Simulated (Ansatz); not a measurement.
CdTe (CsCl type, Pm-3m) under volume change, PBEsol (plane waves, PAW; program Ansatz), scaled uniformly.

```tsv
V (Å³/atom)	E − E(relaxed) (meV/atom)	P (GPa)
23.100	[?]	[?]
23.862	[?]	[?]
24.623	4.2	1.82
25.385	0.0	0.00
26.146	3.8	-1.54
26.908	14.2	-2.82
27.669	30.2	-3.89
```

Complete the blanks.


- 23.862, E − E(relaxed) (meV/atom): 17.9
- 23.862, P (GPa): 4.00
- 23.100, E − E(relaxed) (meV/atom): 42.9
- 23.100, P (GPa): 6.62

What does a third-order Birch–Murnaghan fit give for V₀, B₀ and B′?

V₀ = 25.38 Å³/atom, B₀ = 55.7 GPa, B′ = 4.9.

The start of the workflow was typed in or built on a structure type; neither database checked (COD, Materials Project) lists it. It is not the phase usual at ambient conditions (space group No. 216). The PBEsol relaxation kept the symmetry of its start. At this level the phase is mechanically unstable. Scalar-relativistic: spin–orbit coupling is off unless named, which matters more the heavier the elements.

Potentials: the earlier of the program's two PAW sets.
